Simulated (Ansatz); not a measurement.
A 2-atom cell of MgS started from a crystallographic database, relaxed with r2SCAN, was run in the plane-wave code Ansatz under altered settings. All numbers are computed, without spin polarisation but where a row says otherwise.

```yaml
crystal:
  lattice:
    - [0.00000, 2.60152, 2.60152]
    - [2.60152, 0.00000, 2.60152]
    - [2.60152, 2.60152, 0.00000]
  atoms:
    - { symbol: Mg, position: [0.00000, 0.00000, 0.00000] }
    - { symbol: S, position: [0.50000, 0.50000, 0.50000] }
```

The base run's other keys:
```yaml
kpoints:
  mp_grid: { grid: [4, 4, 4] }
hamiltonian:
  xc: hse06
scf:
  occupations: { method: fixed }
  n_extra_bands: 4
```

It takes 10 iterations with 701 plane waves at 420 eV and 8 k points, and leaves a mean stress of -0.06 GPa. The gap over this mesh is 3.800 eV. It ran on 4 threads of Arm Neoverse V2, with other jobs on the host.

Outcomes, with energy and stress as changes against the base:
```tsv
setting	outcome	ΔF (meV/atom)	Δ mean stress (GPa)	gap on the mesh (eV)	iterations	wall time
PBE hybrid, exx coeff 0.15, unscreened	converged	–	+0.6	3.821	10	1.8 s
PBE hybrid, exx coeff 0.05, omega 0.2078 1/Å	converged	–	+1.3	2.968	9	1.8 s
PBE hybrid, exx coeff 0.4, omega 0.3 1/Å	converged	–	-0.7	4.090	14	2.1 s
scf.exx.ecutfock_ratio: 2	converged	+0.1	0.0	3.800	10	1.8 s
PBE hybrid, exx coeff -0.2, omega 0.1 1/Å	refused	–	–	–	–	0.02 s
scf.occupations: methfessel_paxton 0.2	converged	0.0	0.0	3.800	11	1.9 s
```
A dash marks a value that wasn't obtained or can't be compared. Stress is positive in compression. The base took 1.9 s.

- PBE hybrid, exx coeff 0.15, unscreened. That is 15 % exact exchange, at all ranges, against HSE06's 25 % screened at 0.208 1/Å. The mean stress moves by +0.6 GPa and the gap on the mesh by +0.021 eV (to 3.821). Totals of different functionals aren't comparable.
- PBE hybrid, exx coeff 0.05, omega 0.2078 1/Å. That is 5 % exact exchange, screened with ω = 0.2078 1/Å, against HSE06's 25 % screened at 0.208 1/Å. The mean stress moves by +1.3 GPa and the gap on the mesh by -0.832 eV (to 2.968). Totals of different functionals aren't comparable.
- PBE hybrid, exx coeff 0.4, omega 0.3 1/Å. That is 40 % exact exchange, screened with ω = 0.3 1/Å, against HSE06's 25 % screened at 0.208 1/Å. The mean stress moves by -0.7 GPa and the gap on the mesh by +0.290 eV (to 4.090). Totals of different functionals aren't comparable.
- PBE hybrid, exx coeff -0.2, omega 0.1 1/Å. The input is refused before any iteration. Error: invalid value for `hamiltonian.xc.exx.coeff`: must be finite and in (0, 1]; got -0.2

Within 1 meV an atom, 0.1 GPa and 0.005 eV of the base stay: scf.exx.ecutfock_ratio: 2; scf.occupations: methfessel_paxton 0.2.

The stress of a hybrid is loosely converged in these runs.

The meshes of the hybrids are coarse, so their gaps aren't converged to the digits shown.
